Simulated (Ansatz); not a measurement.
**One input, then a changed one: Pd (sc type)**

First run: DFT, LDA, PAW with Ansatz's default frozen-core files, scalar-relativistic (Ansatz 0.2.0).

Command: `ansatz run input.yaml --threads 1 --pin off --max-ram 2048MiB --backend cpu --events-out ev --progress --plain --runs-dir out` It took 1.6 s on 1 thread of Arm Neoverse V1 (shared host), peak memory 0.25 GiB.

```yaml
crystal:
  lattice:
    - [2.0153005003, 0.0, 0.0]
    - [0.0, 2.0153005003, 0.0]
    - [0.0, 0.0, 2.0153005003]
  atoms:
    - { symbol: Pd, position: [0.0, 0.0, 0.0] }
kpoints:
  mp_grid: { grid: [15, 15, 15] }
scf:
  occupations: { method: fermi_dirac, width: 0.1 }
hamiltonian:
  xc: lda
  pseudopotentials: { kind: paw }
output:
  forces: true
  stress: true
  eigenvalues: true
  populations: true
```

The cell comes from a relaxation on PAW files under the same functional, begun from a prototype that needn't be the stable phase.

This run: volume at 0.5 of the series' base cell.

It converges in 6 SCF iterations at a pressure of 667.4 GPa, cutoff 420 eV.

The input is then changed:

```diff
   occupations: { method: fermi_dirac, width: 0.1 }
+  algorithm: density_mixing
+  mixing: { algorithm: msr1, beta: 0.5 }
 hamiltonian:
```

Problem. What does the second run give?

Solution. It converges in 6 SCF iterations at a pressure of 667.4 GPa, cutoff 420 eV, free energy 0.0 meV/atom against the first run's.
